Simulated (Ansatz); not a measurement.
Geometry optimisation in Ansatz: input, command and trajectory.

```yaml
crystal:
  lattice:
    - [3.9305736137, 0.0, 0.0]
    - [-1.9652868068, 3.4039766009, 0.0]
    - [0.0, 0.0, 10.5606640099]
  atoms:
    - { symbol: Ba, position: [0.66666667, 0.33333333, 0.215478] }
    - { symbol: Ba, position: [0.33333333, 0.66666667, 0.784522] }
    - { symbol: Sr, position: [0.0, 0.0, 0.5] }
    - { symbol: "N", position: [0.66666667, 0.33333333, 0.660744] }
    - { symbol: "N", position: [0.33333333, 0.66666667, 0.339256] }
basis:
  ecutwfc: 500
kpoints:
  mp_grid: { grid: [12, 12, 4] }
hamiltonian:
  xc: r2scan
scf:
  occupations: { method: gaussian, width: 0.1 }
output:
  forces: true
  stress: true
  eigenvalues: true
  write_density: true
  write_potential: true
  elf: true
  volumetric_format: npy
relax:
  adjacent_minimum: "off"
  f_tol: 0.005
  max_steps: 80
  cell: { stress_tol: 0.05 }
```

```bash
ansatz run input.yaml --threads 1 --pin off --max-ram 2560MiB --backend cpu --events-out ev --progress --plain --runs-dir out
```

These are results of Ansatz 0.2.0, DFT r2SCAN, scalar-relativistic, plane waves, PAW, not measurements.

Of 8 frames 8 are shown, positions in Å and forces in eV/Å; the SCF threshold varies from step to step. Steps run on the plane waves of an earlier cell, with a Pulay correction in the pressure. The basis is chosen afresh for the last frame, the zero of the energies, and at times for earlier ones too; energy and pressure step there, also at an unchanged geometry. The mark taken_back stands on steps that the optimiser undid.

```xyz
5
Lattice="3.9306 0.0000 0.0000 -1.9653 3.4040 0.0000 0.0000 0.0000 10.5607" Properties=species:S:1:pos:R:3:forces:R:3 pbc="T T T" step=1 free_energy_over_end_meV_per_atom=7.40 pressure_GPa=-1.82
Ba    1.9653    1.1347    2.2756    0.0000    0.0000    0.3791
Ba    0.0000    2.2693    8.2851    0.0000    0.0000   -0.3791
Sr    0.0000    0.0000    5.2803    0.0000    0.0000    0.0000
N     1.9653    1.1347    6.9779    0.0000    0.0000    0.2454
N     0.0000    2.2693    3.5828    0.0000    0.0000   -0.2454
5
Lattice="3.8599 0.0000 0.0000 -1.9300 3.3428 0.0000 0.0000 0.0000 10.3953" Properties=species:S:1:pos:R:3:forces:R:3 pbc="T T T" step=2 free_energy_over_end_meV_per_atom=55.18 pressure_GPa=4.68 taken_back
Ba    1.9300    1.1143    2.4271    0.0000    0.0000   -1.4855
Ba    0.0000    2.2285    7.9682    0.0000    0.0000    1.4855
Sr    0.0000    0.0000    5.1977    0.0000    0.0000    0.0000
N     1.9300    1.1143    6.8638    0.0000    0.0000   -0.9786
N     0.0000    2.2285    3.5315    0.0000    0.0000    0.9786
5
Lattice="3.8841 0.0000 0.0000 -1.9421 3.3637 0.0000 0.0000 0.0000 10.4842" Properties=species:S:1:pos:R:3:forces:R:3 pbc="T T T" step=3 free_energy_over_end_meV_per_atom=0.28 pressure_GPa=-0.36
Ba    1.9421    1.1212    2.2588    0.0000    0.0000    0.0468
Ba    0.0000    2.2425    8.2254    0.0000    0.0000   -0.0468
Sr    0.0000    0.0000    5.2421    0.0000    0.0000    0.0000
N     1.9421    1.1212    6.9506    0.0000    0.0000   -0.0325
N     0.0000    2.2425    3.5335    0.0000    0.0000    0.0325
5
Lattice="3.8819 0.0000 0.0000 -1.9410 3.3618 0.0000 0.0000 0.0000 10.4463" Properties=species:S:1:pos:R:3:forces:R:3 pbc="T T T" step=4 free_energy_over_end_meV_per_atom=0.15 pressure_GPa=0.10
Ba    1.9410    1.1206    2.2711    0.0000    0.0000   -0.0467
Ba    0.0000    2.2412    8.1752    0.0000    0.0000    0.0467
Sr    0.0000    0.0000    5.2231    0.0000    0.0000    0.0000
N     1.9410    1.1206    6.9052    0.0000    0.0000    0.0229
N     0.0000    2.2412    3.5411    0.0000    0.0000   -0.0229
5
Lattice="3.8758 0.0000 0.0000 -1.9379 3.3565 0.0000 0.0000 0.0000 10.4425" Properties=species:S:1:pos:R:3:forces:R:3 pbc="T T T" step=5 free_energy_over_end_meV_per_atom=-0.09 pressure_GPa=0.02
Ba    1.9379    1.1188    2.2523    0.0000    0.0000   -0.0093
Ba    0.0000    2.2377    8.1902    0.0000    0.0000    0.0093
Sr    0.0000    0.0000    5.2213    0.0000    0.0000    0.0000
N     1.9379    1.1188    6.9163    0.0000    0.0000   -0.0091
N     0.0000    2.2377    3.5263    0.0000    0.0000    0.0091
5
Lattice="3.8763 0.0000 0.0000 -1.9381 3.3570 0.0000 0.0000 0.0000 10.4331" Properties=species:S:1:pos:R:3:forces:R:3 pbc="T T T" step=6 free_energy_over_end_meV_per_atom=-0.10 pressure_GPa=-0.01
Ba    1.9381    1.1190    2.2473    0.0000    0.0000   -0.0017
Ba    0.0000    2.2380    8.1858    0.0000    0.0000    0.0017
Sr    0.0000    0.0000    5.2166    0.0000    0.0000    0.0000
N     1.9381    1.1190    6.9111    0.0000    0.0000   -0.0022
N     0.0000    2.2380    3.5220    0.0000    0.0000    0.0022
5
Lattice="3.8764 0.0000 0.0000 -1.9382 3.3570 0.0000 0.0000 0.0000 10.4119" Properties=species:S:1:pos:R:3:forces:R:3 pbc="T T T" step=7 free_energy_over_end_meV_per_atom=-0.11 pressure_GPa=-0.01
Ba    1.9382    1.1190    2.2370    0.0000    0.0000    0.0033
Ba    0.0000    2.2380    8.1750    0.0000    0.0000   -0.0033
Sr    0.0000    0.0000    5.2060    0.0000    0.0000    0.0000
N     1.9382    1.1190    6.8998    0.0000    0.0000    0.0040
N     0.0000    2.2380    3.5122    0.0000    0.0000   -0.0040
5
Lattice="3.8764 0.0000 0.0000 -1.9382 3.3570 0.0000 0.0000 0.0000 10.4119" Properties=species:S:1:pos:R:3:forces:R:3 pbc="T T T" step=8 free_energy_over_end_meV_per_atom=0.00 pressure_GPa=-0.01
Ba    1.9382    1.1190    2.2370    0.0000    0.0000    0.0032
Ba    0.0000    2.2380    8.1750    0.0000    0.0000   -0.0032
Sr    0.0000    0.0000    5.2060    0.0000    0.0000    0.0000
N     1.9382    1.1190    6.8998    0.0000    0.0000    0.0039
N     0.0000    2.2380    3.5122    0.0000    0.0000   -0.0039
```